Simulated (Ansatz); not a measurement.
A distorted cell of PbTe (rock salt):

```
CELL_PARAMETERS angstrom
      0.00000     3.28451     3.28451
      3.28451     0.00000     3.28451
      3.28451     3.28451     0.00000
ATOMIC_POSITIONS crystal
  Te 0.00000 0.00000 0.00000
  Pb 0.57459 0.57459 0.42541
```

These are PBE (plane waves to 420 eV, PAW, scalar-relativistic; Ansatz, an electronic-structure program) values and carry that method's errors. k mesh 7×7×7 (Γ-centred), Fermi-Dirac smearing 0.05 eV. Energies are smeared free energies. Compression counts positive. PbTe was relaxed with its symmetry unable to fall. Spin-orbit coupling is left out, though Pb and Te are heavy.

Q: What forces act on the atoms (eV/Å, Cartesian)?

A: 
```json
[
 {"atom": "Te1", "Fx": "0.000", "Fy": "0.000", "Fz": "1.350"},
 {"atom": "Pb2", "Fx": "0.000", "Fy": "0.000", "Fz": "-1.350"}
]
```

Q: What is the stress tensor (GPa)?

A: 
```
   0.05     0.00     0.00
   0.00     0.05     0.00
   0.00     0.00     8.61
```
The pressure, a third of the trace, is 2.90 GPa.

Q: In it atom 2 sits (0.000, 0.000, 0.490) Å away from its relaxed site. What is its energy relative to the relaxed cell?

A: 183 meV/cell.

(A displaced cell: forces are minus the slopes of the energy, force constants its curvatures, and phonons follow from these.)
